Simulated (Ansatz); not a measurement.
NbCuN₂:
```xyz
4
Lattice="1.5607 0.9011 5.7670 -1.5607 0.9011 5.7670 0.0000 -1.8021 5.7670" Properties=species:S:1:pos:R:3 pbc="T T T"
Nb     0.0000     0.0000     8.6505
Cu     0.0000     0.0000     0.0000
N      0.0000     0.0000     1.8220
N      0.0000     0.0000    15.4789
```

Relaxed with PBEsol. Special points in fractions of this cell's reciprocal vectors: Γ (0.000, 0.000, 0.000); T (0.500, 0.500, 0.500); H2 (0.817, 0.183, 0.500); H0 (0.500, -0.183, 0.183); L (0.500, 0.000, 0.000); S0 (0.341, -0.341, 0.000); S2 (0.659, 0.000, 0.341); F (0.500, 0.000, 0.500).

**Question.** List the band energies nearest the valence-band maximum at these points for the program Ansatz at the PBEsol level (PAW).

**Answer.** In eV from the valence-band maximum; about four levels below and three above (degenerate sets whole), none deeper than 8.9 eV; points with the same levels are listed once.

| k | below | above |
|---|---|---|
| Γ | -1.99 -1.99 -1.04 -1.04 | 0.72 0.72 1.19 |
| T | -2.12 -2.12 0.00 0.00 | 0.65 0.65 2.72 |
| H2 | -1.99 -1.63 -1.00 -0.72 | 1.00 2.57 2.80 |
| L | -1.63 -1.03 -0.55 -0.45 | 0.14 2.59 2.85 |
| S0 | -2.00 -1.67 -0.94 -0.73 | 0.98 2.64 2.79 |
| F | -1.91 -1.77 -1.63 -0.98 | 0.97 2.59 2.84 |

Space group R-3m. The start of the workflow was typed in or built on a structure type; neither database checked (COD, Materials Project) lists it. Its standing as an ambient phase is unchecked. The PBEsol relaxation kept the symmetry of its start; whether a distortion lowers the energy is not shown. The workflow began spin-polarised and lost its moments. Scalar-relativistic: spin–orbit coupling is off unless named, which matters more the heavier the elements.

Potentials: the later of the program's two PAW sets.
